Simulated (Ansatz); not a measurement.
An Ansatz (a first-principles code) run. Input:

Ansatz 0.2 input:
```yaml
crystal:
  lattice:
    - [3.8663639454, 0.0, 0.0]
    - [0.0, 3.8663639454, 0.0]
    - [0.0, 0.0, 6.8752030973]
  atoms:
    - { symbol: Ca, position: [0.0, 0.5, 0.8068190849] }
    - { symbol: Ca, position: [0.5, 0.0, 0.1931809151] }
    - { symbol: Cl, position: [0.5, 0.0, 0.6467190022] }
    - { symbol: Cl, position: [0.0, 0.5, 0.3532809978] }
    - { symbol: F, position: [0.5, 0.5, 0.0] }
    - { symbol: F, position: [0.0, 0.0, 0.0] }
kpoints:
  mp_grid: { grid: [7, 7, 4] }
hamiltonian:
  xc: r2scan
  pseudopotentials: { kind: paw }
scf:
  occupations: { method: fixed }
checkpoint: { read: static.run }
output: { bader: true, populations: true }
```

Output (shortened):

```
Pseudopotential: Ca, paw, valence charge 10
Pseudopotential: Cl, paw, valence charge 7
Pseudopotential: F, paw, valence charge 7
Functional definition: r2SCAN
Crystal: 6 atoms, lattice volume = 102.776 Å³
Basis set: ecut = 500 eV, 2589 PW (Γ), exchange–correlation on 120×120×216 points (64 copies of the dense FFT grid, shifted against one another)
Bands: 30, of which v1, the nominal top of the filled ones, is band 24 counted from 1 (23 counted from 0)
Symmetry: 16 space group operations
Space group: P4/nmm (ITA 129), of the structure as read, at distance tolerance 4.7e-5 Å
k-points: 30 of 196
Stability of the state it starts from, as read at its close in the unpolarized treatment …
iter 1 solved again at ethr=2.46e-8 eV; its pass at ethr=3.10e-3 eV (dr2=1.18e-5 eV) is discarded
SCF iter   1: F=—  HF=-7445.215642 eV  |F-HF|=—  |Δ(HF+E_count)|=         —  Δρ=7.25e-7  dr2=3.19e-10  dr2_τ=4.47e-11  ethr=2.46e-8  ⟨swp⟩=4.3  Hψ=6445  notcnv=0  defer=121
preconditioner: auto → Resta (q_TF=auto, 2.403 Å⁻¹)
SCF iter   2: F=-7445.215642 eV  HF=-7445.215642 eV  |F-HF|=3.40e-10  |Δ(HF+E_count)|=   7.77e-8  Δρ=8.00e-7  dr2=4.02e-10  dr2_τ=6.58e-11  ethr=1.00e-12  ⟨swp⟩=12.5  Hψ=5469  notcnv=0
SCF 1 converged in 2 iterations: F = -7445.215642 eV  dr2 = 4.02e-10
SCF converged after 2 iterations
Free energy (F): -7445.215642 eV
Harris-Foulkes:  -7445.215642 eV  (|F-HF|=3.40e-10)
Internal energy: -7445.215642 eV  (E = F + TS)
E sigma→0 (E₀):  -7445.215642 eV
Fermi energy:    4.410265 eV
--- Per-component energies (eV) ---
  E_band       = -369.677495
  E_kinetic    = 1297.813924
  E_local      = -3275.172576  (includes V_loc(G=0)·N_el)
  E_nonlocal   = 327.702444
  E_hartree    = 1186.220223
  E_xc         = -644.459159
  E_vxc        = -894.887095  (∫ρ·V_xc dr)
  E_paw        = -3466.716399  (= ΣΔE_a)
  E_vpaw       = -251.916492  (= ΣTr[D̂ρ^β])
  E_aug_tail   = 0.002230  (compensation charges beyond the density's cutoff)
  E_vtau       = 54.340351  (kinetic-family band-sum trace: ∫τ·v_τ [+ j·A + Jᵃ·Aᵃ] dr)
  E_ewald      = -2869.829402
  E_core_change = -0.776927  (= ΣΔE_core)
  E_smearing   =  0.000000  (= −TS)
  E_closure    = 0.000000  (closes the sum)
  Σ components = -7445.215642   (vs F -7445.215642, Δ=0.00e0)
  [band-id]    e_kinetic+e_local+e_nonlocal+2·e_hartree+e_vxc+e_vpaw+e_augmentation_tail+e_vtau = -369.676768   (vs E_band -369.677495, Δ=7.28e-4)
--- Band table (eV; the first three rows and the last of 30) ---
  k-point 0: bands = ["-34.9614", "-34.9366", "-18.5606", "-17.8055", "-15.0810", "-15.0810", "-15.0494", "-15.0220", "-15.0220", "-14.7511", "-9.1794", "-8.5829", "0.7710", "0.7710", "0.8282", "1.3990", "2.3051", "2.3051", "2.7443", "3.3493", "3.3493", …
  k-point 1: bands = ["-34.9613", "-34.9368", "-18.5606", "-17.8055", "-15.0803", "-15.0803", "-15.0617", "-15.0227", "-15.0227", "-14.7375", "-9.1947", "-8.5642", "0.7484", "0.7703", "0.7703", "1.3975", "2.2848", "2.2848", "2.9645", "3.3919", "3.3919", …
  k-point 2: bands = ["-34.9611", "-34.9370", "-18.5607", "-17.8054", "-15.0796", "-15.0796", "-15.0730", "-15.0234", "-15.0234", "-14.7248", "-9.2093", "-8.5463", "0.6756", "0.7696", "0.7696", "1.3960", "2.2655", "2.2655", "3.3081", "3.4347", "3.4347", …
  k-point 29: bands = ["-34.9335", "-34.9323", "-18.3948", "-18.3606", "-15.1267", "-15.1096", "-15.0962", "-15.0843", "-14.6936", "-14.6786", "-8.6965", "-8.6641", "0.3490", "0.4395", "1.3348", "1.3450", "2.3598", "2.3869", "2.4349", "2.4935", "3.4159", …
--- Löwdin populations: 6 sites ---
  site symbol       q [e]
     0     Ca      8.3121
     1     Ca      8.3121
     2     Cl      7.7061
     3     Cl      7.7061
     4      F      7.7830
     5      F      7.7830
  spilling = 0.008282 (of n_electrons = 48.000000)
--- Bader charges: 6 sites ---
  site symbol  charge [e]  shift [e]
     0     Ca      1.6643     0.0003
     1     Ca      1.6643     0.0003
     2     Cl     -0.8154     0.0000
     3     Cl     -0.8154     0.0000
     4      F     -0.8489     0.0003
     5      F     -0.8488     0.0003
  shift: an alarm, by how much a part of what the PAW files miss would move the charge. Where it is large, compare
  with a run on PAW files of another source; a small one proves nothing
  estimated error of the sums over rays = 1.9e-4 e
```

Cost: around 60 core-seconds (rough) on shared cores.

The workflow started from a Materials Project entry (that database holds measured and hypothetical structures alike); the Crystallography Open Database files this formula in space group No. 129, but the cells were not matched. Whether it is the stable phase at ambient conditions was not checked. Symmetry was held in the r²SCAN relaxation; whether a distortion lowers the energy is not shown.

Potentials: the later of the program's two PAW sets.

Ansatz is a plane-wave DFT program.
